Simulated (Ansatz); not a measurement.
AgPd in space group R-3m (No. 166; Ag on 3a, Pd on 3b) under volume change, DFT-LDA in the program Ansatz with PAW potentials, shape and atoms relaxed at each volume.

```csv
V (Å³/atom),E − E(relaxed) (meV/atom),P (GPa)
13.619,84.0,22.10
14.067,34.8,13.28
14.516,?,?
14.965,0.0,0.00
15.414,7.2,-4.94
15.863,26.9,-9.00
16.312,?,?
```

Task: What belongs in the gaps?

Result: 
- 16.312, E − E(relaxed) (meV/atom): 56.9
- 16.312, P (GPa): -12.32
- 14.516, E − E(relaxed) (meV/atom): 8.1
- 14.516, P (GPa): 6.00

Task: What does a third-order Birch–Murnaghan fit give for V₀, B₀ and B′?

Result: V₀ = 14.97 Å³/atom, B₀ = 181 GPa, B′ = 5.5.

The first step of the workflow began from a Materials Project structure, measured or hypothetical; the Crystallography Open Database copy checked does not list it. With Ag and Pd taken as one species the cell has the higher symmetry Fm-3m, so it may be an ordered model of a mixed-site phase. Its standing as an ambient phase is unchecked. The cell was relaxed with LDA under the symmetry of its start; whether a distortion lowers the energy is not shown. The run is not spin-polarised. Scalar-relativistic: spin–orbit coupling is off unless named, which matters more the heavier the elements.

Potentials: the later of the program's two PAW sets.
